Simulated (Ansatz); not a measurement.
SiC:
```xyz
6
Lattice="3.0657 0.0000 0.0000 -1.5328 2.6549 0.0000 0.0000 0.0000 7.0311" Properties=species:S:1:pos:R:3 pbc="T T T"
Si    -0.7664     1.3275     2.3437
Si     0.7664     1.3275     4.6874
Si     1.5328     0.0000     0.0000
C     -0.7664     1.3275     5.8593
C      0.7664     1.3275     1.1719
C      1.5328     0.0000     3.5156
```

x, y and z are the axes in which the lattice vectors are written.

Task: Give the high-frequency dielectric tensor and the Born effective charge tensors of the independent atoms from DFPT, DFT-PBEsol in the program Ansatz with PAW potentials.

Result: 
ε∞:
```
11.3  0.00  0.00
0.00  11.3  0.00
0.00  0.00  11.4
```
Z* of atom 1 (Si), rows: field, columns: displacement, in e:
```
3.39  0.13  0.00
0.13  3.23  0.00
0.00  0.00  3.09
```
Z* of atom 4 (C), rows: field, columns: displacement, in e:
```
-3.37  -0.10   0.00
-0.10  -3.25   0.00
 0.00   0.00  -3.09
```

Space group P6_422. The start of the workflow was typed in or built on a structure type; neither database checked (COD, Materials Project) lists it. It is not the phase usual at ambient conditions (space group No. 186, 216). The PBEsol relaxation kept the symmetry of its start; its stability against distortions is not shown here. Its formation energy is positive at this level, so the cell may be metastable or incomplete.

Potentials: the later of the program's two PAW sets.
